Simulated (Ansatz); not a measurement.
Starting cell, SnO2 (rutile):

```
SnO2
1.0
    9.65509     0.00000     0.00000
    4.82754     4.82754     0.00000
    0.00000     0.00000     3.23815
Sn O
4 8
Direct
  0.00000   0.00000   0.00000
  0.50000   0.00000   0.00000
  0.00000   0.50000   0.50000
  0.50000   0.50000   0.50000
  0.00000   0.30658   0.00000
  0.50000   0.30658   0.00000
  0.30658   0.19342   0.50000
  0.80658   0.19342   0.50000
  0.69342   0.80658   0.50000
  0.19342   0.80658   0.50000
  0.00000   0.69342   0.00000
  0.50000   0.69342   0.00000
```

A phonon eigenvector at M = (0.5, 0.5, 0.0) is frozen into this cell: atom i moves by Q times the vector below, so Q is the largest atomic displacement, in Å. The cell is held. It is one choice among 2 degenerate patterns. (q is in reciprocal vectors of the primitive cell; the cell shown is doubled to hold the pattern.)

| atom | x | y | z |
|---|---|---|---|
| Sn1 | 0.538 | -0.123 | 0.000 |
| Sn2 | -0.538 | 0.123 | 0.000 |
| Sn3 | -0.044 | -0.525 | 0.000 |
| Sn4 | 0.044 | 0.525 | 0.000 |
| O5 | 0.739 | -0.673 | 0.000 |
| O6 | -0.739 | 0.673 | 0.000 |
| O7 | -0.569 | -0.646 | 0.000 |
| O8 | 0.569 | 0.646 | 0.000 |
| O9 | -0.569 | -0.646 | 0.000 |
| O10 | 0.569 | 0.646 | 0.000 |
| O11 | 0.739 | -0.673 | 0.000 |
| O12 | -0.739 | 0.673 | 0.000 |

Level of theory: PBE (plane waves to 420 eV, PAW, scalar-relativistic; Ansatz, a first-principles code). k mesh 7×7×10 (Γ-centred), Fermi-Dirac smearing 0.05 eV. SnO2 was relaxed with its symmetry unable to fall. 

```json
[
 {"Q (Å)": "-0.280", "−dE/dQ from forces (eV/Å)": "11.843"},
 {"Q (Å)": "-0.233", "−dE/dQ from forces (eV/Å)": "9.758"},
 {"Q (Å)": "-0.187", "−dE/dQ from forces (eV/Å)": "7.736"},
 {"Q (Å)": "-0.140", "−dE/dQ from forces (eV/Å)": "5.761"},
 {"Q (Å)": "-0.093", "−dE/dQ from forces (eV/Å)": "3.821"},
 {"Q (Å)": "-0.047", "−dE/dQ from forces (eV/Å)": "1.905"},
 {"Q (Å)": "0.000", "−dE/dQ from forces (eV/Å)": "0.000"},
 {"Q (Å)": "0.047", "−dE/dQ from forces (eV/Å)": "-1.905"},
 {"Q (Å)": "0.093", "−dE/dQ from forces (eV/Å)": "-3.821"},
 {"Q (Å)": "0.140", "−dE/dQ from forces (eV/Å)": "-5.761"},
 {"Q (Å)": "0.187", "−dE/dQ from forces (eV/Å)": "-7.736"},
 {"Q (Å)": "0.233", "−dE/dQ from forces (eV/Å)": "-9.758"},
 {"Q (Å)": "0.280", "−dE/dQ from forces (eV/Å)": "-11.843"}
]
```

What harmonic wavenumber does the curvature at Q = 0 give?

211 cm⁻¹. E″ = 40.78 eV/Å², M = Σ mᵢ|uᵢ|² = 249.8 u, ν̃ = 521.5·√(|E″|/M).

(For displaced atoms, the force is minus the slope of the energy, and its curvature is a force constant, which sets phonon frequencies.)
